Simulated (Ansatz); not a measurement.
The relaxed structure here is a generated cell of In: the first start was made by placing the elements on the sites of a structure type, and the end was not matched to a known phase here, so it may be hypothetical. Known forms of In include space group No. 139.

One stationary structure of In. Space group R-3m (No. 166). These are r2SCAN (plane waves to 500 eV, PAW, scalar-relativistic; Ansatz, a first-principles code) values and carry that method's errors.

```cif
data_In
_chemical_formula_sum 'In1'
_space_group_name_H-M_alt 'P 1'
_space_group_IT_number 1
_cell_length_a 3.08381
_cell_length_b 3.08396
_cell_length_c 3.08450
_cell_angle_alpha 76.042
_cell_angle_beta 76.073
_cell_angle_gamma 76.094
loop_
_space_group_symop_operation_xyz
  'x, y, z'
loop_
_atom_site_label
_atom_site_type_symbol
_atom_site_fract_x
_atom_site_fract_y
_atom_site_fract_z
_atom_site_occupancy
In1 In 0.00000 0.50000 0.00000 1
```

```json
{
  "volume_per_atom": "27.11 Å³",
  "band_gap": "zero (metallic)",
  "shortest_distances": "In–In 3.08 Å",
  "k-mesh": "16×16×16"
}
```

No spin polarisation in the result.

It was reached from a disturbed copy of a Fd-3m (No. 227) cell (diamond type), against which it lies -0.29 eV/atom.
